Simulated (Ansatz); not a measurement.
This cell of CrO2 (rutile) is off equilibrium:

```xyz
6
Lattice="4.2926 0.0000 0.0000 0.0000 4.2926 0.0000 0.0000 0.0000 2.8219" Properties=species:S:1:pos:R:3 pbc="T T T"
Cr     0.0000     0.0000     0.0000
Cr     2.1463     2.1463     1.4109
O      1.2953     1.2953     0.0000
O      3.4415     0.8510     1.4109
O      0.8510     3.4415     1.4109
O      2.9973     2.9973     0.0000
```

Calculation: PBEsol (plane waves to 420 eV, PAW, scalar-relativistic; Ansatz, a program for electronic structure). k mesh 11×11×16 (Γ-centred), Fermi-Dirac smearing 0.05 eV. Energies are smeared free energies. Stress and pressure are positive under compression. CrO2 is run spin-polarised and with no Hubbard U. CrO2 was relaxed with its symmetry unable to fall. Relaxed CrO2 ends ferromagnetic. The magnetic order is the one the run started from; other orders were not tried.

**Question.** What is the stress tensor (GPa)?

**Answer.** 
```
   20.1      0.0      0.0
    0.0     20.1      0.0
    0.0      0.0     23.0
```
The pressure, a third of the trace, is 21.1 GPa.

**Question.** It is the relaxed cell scaled evenly to V/V₀ = 0.933, atoms relaxed where free. What is its energy relative to the relaxed cell?

**Answer.** 38 meV/atom.

(A scan under strain: stresses follow from slopes of the energy per volume, elastic moduli from its curvatures.)
